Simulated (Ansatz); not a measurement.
Y (hcp, Mg type)

```
Y
1.0
    3.68257     0.00000     0.00000
   -1.84129     3.18920     0.00000
    0.00000     0.00000     5.69848
Y
2
Direct
  0.33333   0.66667   0.75000
  0.66667   0.33333   0.25000
```

This relaxed cell (volume V₀) is scaled evenly in all directions, its shape held. Symmetry pins the atoms to their sites.

Level of theory: r2SCAN (plane waves to 500 eV, PAW, scalar-relativistic; Ansatz, a first-principles code). k mesh 15×15×8 (Γ-centred), Fermi-Dirac smearing 0.05 eV. E stands for the smeared free energy. Stress and pressure are positive under compression. With the shape held, the modulus is that of even scaling; a crystal free to change shape is softer. Y is run without spin polarisation. Y was relaxed with its symmetry unable to fall. The zero of ΔE is the relaxed starting cell. The last digit holds for this mesh only.

```json
[
 {"V (Å³/atom)": "28.109", "ΔE (meV/atom)": "136.0"},
 {"V (Å³/atom)": "29.447", "ΔE (meV/atom)": "72.3"},
 {"V (Å³/atom)": "30.786", "ΔE (meV/atom)": "withheld"},
 {"V (Å³/atom)": "32.124", "ΔE (meV/atom)": "7.2"},
 {"V (Å³/atom)": "33.463", "ΔE (meV/atom)": "0.0"},
 {"V (Å³/atom)": "34.801", "ΔE (meV/atom)": "6.4"},
 {"V (Å³/atom)": "36.140", "ΔE (meV/atom)": "24.3"},
 {"V (Å³/atom)": "37.478", "ΔE (meV/atom)": "51.9"},
 {"V (Å³/atom)": "38.817", "ΔE (meV/atom)": "87.9"}
]
```

### Question
Fit a third-order Birch-Murnaghan form (E₀, V₀, B₀, B₀′ free) to the given rows and predict ΔE at V = 30.786.

### Answer
Least squares on the 8 given rows: ΔE = E₀ + (9V₀B₀/16)·y²·[2 + (B₀′ − 4)y], y = (V₀/V)^(2/3) − 1, with V₀ = 33.470 Å³/atom, B₀ = 40.40 GPa (160.2 GPa = 1 eV/Å³; the term in eV is multiplied by 1000), B₀′ = 3.03, E₀ = 0.05 meV/atom; root-mean-square residual 0.05 meV/atom. At 30.786 the fit gives 30.4 meV/atom; the calculation gives 30.4 meV/atom, the same to the digits shown. For the pressure the fit gives 3.8 GPa against the computed 3.8 GPa.

(Under strain, the slope of the energy per volume gives the stress and its curvature an elastic modulus.)
